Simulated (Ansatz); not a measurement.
**V (bcc)**

Level of theory: DFT, PBE, scalar-relativistic, collinear spin; plane waves to 420 eV with PAW datasets (Ansatz 0.2.0), Γ-centred 20×20×20 mesh, 0.05 eV Gaussian smearing. The datasets are Ansatz's generated set soft_2.

```cif
data_structure
_symmetry_space_group_name_H-M 'Im-3m'
_symmetry_Int_Tables_number 229
_cell_length_a 2.9968
_cell_length_b 2.9968
_cell_length_c 2.9968
_cell_angle_alpha 90.000
_cell_angle_beta 90.000
_cell_angle_gamma 90.000
_cell_volume 26.91
loop_
_atom_site_label
_atom_site_type_symbol
_atom_site_symmetry_multiplicity
_atom_site_Wyckoff_symbol
_atom_site_fract_x
_atom_site_fract_y
_atom_site_fract_z
_atom_site_occupancy
V1 V 2 a 0.00000 0.00000 0.00000 1
```

The run used a cell of 1 atoms; the mesh refers to it.

| Quantity | Value |
| --- | --- |
| Volume | 13.46 Å³/atom |
| Band gap | zero (metallic) |
| Density of states at the Fermi level | 1.8 states/(eV·atom) |

(1) Fill in the site spin moments (PBE).

Answer:

(1) none.

The calculation's cell holds 13 valence electrons, an odd number. Without magnetic order each band takes two, so one stays part-filled and the crystal must be a metal. (Only strong correlation, outside this picture, could make a Mott insulator of it.)

**What was measured.** A measured cell of cubic V (space group Im-3m), temperature not stated, from the Crystallography Open Database (2012, doi:10.1021/ja211517h), has a = 3.020 Å and 13.78 Å³/atom.

**Against experiment.** PBE gives 2.997 Å and 13.46 Å³/atom, −2.3 % in volume (−0.8 % in length) from the database's cell. PBE more often overestimates volumes; a smaller cell is partly the thermal expansion and zero-point motion that the static lattice lacks. The database's entry may also be off.
